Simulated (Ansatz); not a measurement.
Input, command and steps of an Ansatz relaxation.

```yaml
crystal:
  lattice:
    - [4.7354890855, 0.0, 0.0]
    - [0.0, 4.7354890855, 0.0]
    - [0.0, 0.0, 4.7354890855]
  atoms:
    - { symbol: Mg, position: [0.0, 0.5, 0.5] }
    - { symbol: Mg, position: [0.5, 0.5, 0.0] }
    - { symbol: Mg, position: [0.5, 0.0, 0.5] }
    - { symbol: Mg, position: [0.0, 0.0, 0.0] }
    - { symbol: O, position: [0.4106506749, 0.0893493251, 0.9106506749] }
    - { symbol: O, position: [0.0893493251, 0.9106506749, 0.4106506749] }
    - { symbol: O, position: [0.9106506749, 0.4106506749, 0.0893493251] }
    - { symbol: O, position: [0.5893493251, 0.5893493251, 0.5893493251] }
    - { symbol: O, position: [0.4106506749, 0.4106506749, 0.4106506749] }
    - { symbol: O, position: [0.0893493251, 0.5893493251, 0.9106506749] }
    - { symbol: O, position: [0.9106506749, 0.0893493251, 0.5893493251] }
    - { symbol: O, position: [0.5893493251, 0.9106506749, 0.0893493251] }
basis:
  ecutwfc: 500
kpoints:
  mp_grid: { grid: [6, 6, 6] }
hamiltonian:
  xc: r2scan
scf:
  occupations: { method: gaussian, width: 0.02 }
output:
  forces: true
  stress: true
  eigenvalues: true
  write_density: true
  write_potential: true
  elf: true
  volumetric_format: npy
relax:
  adjacent_minimum: "off"
  f_tol: 0.01
  max_steps: 30
```

```bash
ansatz run input.yaml --threads 4 --pin off --max-ram 10240MiB --backend cpu --events-out ev --progress --plain --runs-dir out
```

Method: DFT r2SCAN, scalar-relativistic, plane waves, PAW in Ansatz.

The volume is held at 0.94 times that of the relaxed cell.

Of 4 frames 3 are shown, positions in Å and forces in eV/Å; the SCF threshold varies from step to step.

```xyz
12
Lattice="4.7355 0.0000 0.0000 0.0000 4.7355 0.0000 0.0000 0.0000 4.7355" Properties=species:S:1:pos:R:3:forces:R:3 pbc="T T T" step=1 free_energy_over_end_meV_per_atom=0.33
Mg    0.0000    2.3677    2.3677    0.0000    0.0000    0.0000
Mg    2.3677    2.3677    0.0000    0.0000    0.0000    0.0000
Mg    2.3677    0.0000    2.3677    0.0000    0.0000    0.0000
Mg    0.0000    0.0000    0.0000    0.0000    0.0000    0.0000
O     1.9446    0.4231    4.3124   -0.1337    0.1337   -0.1337
O     0.4231    4.3124    1.9446    0.1337   -0.1337   -0.1337
O     4.3124    1.9446    0.4231   -0.1337   -0.1337    0.1337
O     2.7909    2.7909    2.7909    0.1337    0.1337    0.1337
O     1.9446    1.9446    1.9446   -0.1337   -0.1337   -0.1337
O     0.4231    2.7909    4.3124    0.1337    0.1337   -0.1337
O     4.3124    0.4231    2.7909   -0.1337    0.1337    0.1337
O     2.7909    4.3124    0.4231    0.1337   -0.1337    0.1337
12
Lattice="4.7355 0.0000 0.0000 0.0000 4.7355 0.0000 0.0000 0.0000 4.7355" Properties=species:S:1:pos:R:3:forces:R:3 pbc="T T T" step=2 free_energy_over_end_meV_per_atom=0.09
Mg    0.0000    2.3677    2.3677    0.0000    0.0000    0.0000
Mg    2.3677    2.3677    0.0000    0.0000    0.0000    0.0000
Mg    2.3677    0.0000    2.3677    0.0000    0.0000    0.0000
Mg    0.0000    0.0000    0.0000    0.0000    0.0000    0.0000
O     1.9435    0.4243    4.3112   -0.0693    0.0693   -0.0693
O     0.4243    4.3112    1.9435    0.0693   -0.0693   -0.0693
O     4.3112    1.9435    0.4243   -0.0693   -0.0693    0.0693
O     2.7920    2.7920    2.7920    0.0693    0.0693    0.0693
O     1.9435    1.9435    1.9435   -0.0693   -0.0693   -0.0693
O     0.4243    2.7920    4.3112    0.0693    0.0693   -0.0693
O     4.3112    0.4243    2.7920   -0.0693    0.0693    0.0693
O     2.7920    4.3112    0.4243    0.0693   -0.0693    0.0693
12
Lattice="4.7355 0.0000 0.0000 0.0000 4.7355 0.0000 0.0000 0.0000 4.7355" Properties=species:S:1:pos:R:3:forces:R:3 pbc="T T T" step=4 free_energy_over_end_meV_per_atom=0.00
Mg    0.0000    2.3677    2.3677    0.0000    0.0000    0.0000
Mg    2.3677    2.3677    0.0000    0.0000    0.0000    0.0000
Mg    2.3677    0.0000    2.3677    0.0000    0.0000    0.0000
Mg    0.0000    0.0000    0.0000    0.0000    0.0000    0.0000
O     1.9422    0.4256    4.3099   -0.0014    0.0014   -0.0014
O     0.4256    4.3099    1.9422    0.0014   -0.0014   -0.0014
O     4.3099    1.9422    0.4256   -0.0014   -0.0014    0.0014
O     2.7933    2.7933    2.7933    0.0014    0.0014    0.0014
O     1.9422    1.9422    1.9422   -0.0014   -0.0014   -0.0014
O     0.4256    2.7933    4.3099    0.0014    0.0014   -0.0014
O     4.3099    0.4256    2.7933   -0.0014    0.0014    0.0014
O     2.7933    4.3099    0.4256    0.0014   -0.0014    0.0014
```

Time: 37 s on 4 threads of Intel(R) Xeon(R) Processor @ 2.50GHz (Skylake/Cascade Lake), with other jobs on the host, peak memory 0.78 GiB.